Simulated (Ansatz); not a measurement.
**Compressing Ti2C: a fit and a missing row**

Ti2C, Fd-3m, a = 8.620 Å. The structure is a Materials Project entry; whether it is the stable form wasn't checked. Ansatz: r2SCAN, PAW, 500 eV, Γ-centred 8×8×8 mesh on 12 atoms, Gaussian smearing 0.10 eV; no spin polarisation. Shape and atoms are relaxed at each volume; pressure is positive in compression.

| V (Å³/atom) | P (GPa) |
| --- | --- |
| 11.744 | ? |
| 12.144 | 16.99 |
| 12.545 | 10.44 |
| 12.945 | 4.81 |
| 13.345 | 0.00 |
| 13.746 | -4.11 |
| 14.146 | -7.59 |
| 14.680 | -11.42 |

Q: Take V0 = 13.345 Å³/atom, fit the third-order Birch–Murnaghan form to the other rows, and predict the missing pressure.

A: With the Eulerian strain f = ½[(V0/V)^(2/3) − 1] and y = P/[3f(1 + 2f)^(5/2)], the form is the line y = B0 + 1.5 B0 (B0′ − 4) f. Rows (f, y): 0.03244, 149.2; 0.02104, 149.2; 0.01025, 148.7; -0.00977, 147.3; -0.01906, 146.3; -0.03079, 144.9. Means f = 0.0006850, y = 147.60; Σ(Δf)² = 0.003004, ΣΔfΔy = 0.2077; the slope is their ratio. y = 147.6 + 69.14 f GPa, so B0 = 147.6 GPa and B0′ = 4 + 2 × (69.14)/(3 × 147.6) = 4.31. At V = 11.744, f = 0.04447, y = 150.67 and P = 24.87 GPa. The run gave 24.55 GPa, so the fit is 0.32 GPa too high, 0.89 % of the span of the series, against an rms of 0.04 GPa on the fitted rows. The row lies outside the fitted range. The points of y bend away from a line: a fourth-order term fitted to them gives P = 24.61 GPa at this row's volume (the line 24.87, the run 24.55).